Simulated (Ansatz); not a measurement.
# CdTe with Sb replacing Cd: do the settings matter for the field gradients?

Cell: a supercell of CdTe (zinc blende type, F-43m) built from a COD entry (the entry's cell lengths or inner coordinates differ somewhat from later room-temperature determinations), with all atoms left at the host's positions.

```cif
data_Cd26SbTe27
_symmetry_space_group_name_H-M 'F-43m'
_symmetry_Int_Tables_number 216
_cell_length_a 19.2300
_cell_length_b 19.2300
_cell_length_c 19.2300
_cell_angle_alpha 90.000
_cell_angle_beta 90.000
_cell_angle_gamma 90.000
loop_
_atom_site_label
_atom_site_type_symbol
_atom_site_symmetry_multiplicity
_atom_site_Wyckoff_symbol
_atom_site_fract_x
_atom_site_fract_y
_atom_site_fract_z
Sb Sb 4 a 0.0000 0.0000 0.0000
Cd2 Cd 48 h 0.1667 0.0000 0.1667
Cd5 Cd 16 e 0.3333 0.8333 0.1667
Cd9 Cd 16 e 0.6667 0.6667 0.3333
Cd15 Cd 24 f 0.5000 0.6667 0.5000
Te28 Te 16 e 0.0833 0.9167 0.0833
Te29 Te 24 g 0.2500 0.9167 0.2500
Te33 Te 48 h 0.5833 0.7500 0.4167
Te41 Te 16 e 0.4167 0.5833 0.4167
Te54 Te 4 c 0.7500 0.2500 0.7500
```

One atom of each set is listed; the run and its k-mesh use a cell of 54 atoms with edges of 13.60, 13.60, 13.60 Å.

Reference run. All values are calculated (Ansatz; DFT, PBE, plane waves and PAW, scalar-relativistic, 420 eV cutoff, Γ-centred 2×2×2 k-points, Fermi–Dirac smearing 0.01 eV, cell charge +1), not measured.

(1) The input is changed as follows: `total_charge`: 1 → 0; `accuracy`: not typed → high. What happens to V_zz (10²¹ V/m²) and η?

## Answers

(1) 

```json
{"site": "Sb", "V_zz reference": "0.00", "η reference": "–", "V_zz changed": "0.00", "η changed": "–"}
{"site": "Cd2", "V_zz reference": "2.40", "η reference": "0.06", "V_zz changed": "1.67", "η changed": "0.21"}
{"site": "Cd5", "V_zz reference": "-0.36", "η reference": "0.00", "V_zz changed": "-0.11", "η changed": "0.00"}
{"site": "Cd9", "V_zz reference": "-0.33", "η reference": "0.00", "V_zz changed": "-0.17", "η changed": "0.00"}
{"site": "Cd15", "V_zz reference": "0.28", "η reference": "0.77", "V_zz changed": "0.14", "η changed": "0.57"}
{"site": "Te28", "V_zz reference": "17.27", "η reference": "0.00", "V_zz changed": "12.53", "η changed": "0.00"}
{"site": "Te29", "V_zz reference": "4.05", "η reference": "0.27", "V_zz changed": "2.99", "η changed": "0.08"}
{"site": "Te33", "V_zz reference": "-1.86", "η reference": "0.09", "V_zz changed": "-0.80", "η changed": "0.75"}
{"site": "Te41", "V_zz reference": "-0.069", "η reference": "0.00", "V_zz changed": "-0.23", "η changed": "0.00"}
```

The largest change of V_zz is on Te28, from 17.27 to 12.53. In per cent, |V_zz| changes by -30 on Cd, -27 to -26 on Te (all sites that start above 2). Where |V_zz| stays above 0.1, η moves most on Te33, from 0.09 to 0.75. Other sites without a gradient aren't listed. The changed cell is neutral, so it isn't the same charge state. It has an odd number of electrons and no spin polarisation, so the extra carrier is shared by both spins and spread out, where a real one carries spin and can localise. The gap no longer holds the Fermi energy in the changed run, so its gradients also hang on the k-mesh and the smearing. SCF iterations: 8 and 13.

On the reference run: The defect repeats with the cell of 54 atoms, so it feels its images: sites between two images don't show the values beside a lone defect, and zeros or small values of η there can come from the images' arrangement. A uniform background compensates the cell's charge. Without spin–orbit coupling the gradients at and beside Te can be off by some per cent, at some sites by more. With a gap of 0.7 eV on this mesh, small gradients can still move by 0.1 × 10²¹ V/m² or more as the k-mesh gets denser. The neighbours have not yet relaxed around the defect (largest force 1.1 eV/Å), so a real crystal will differ.
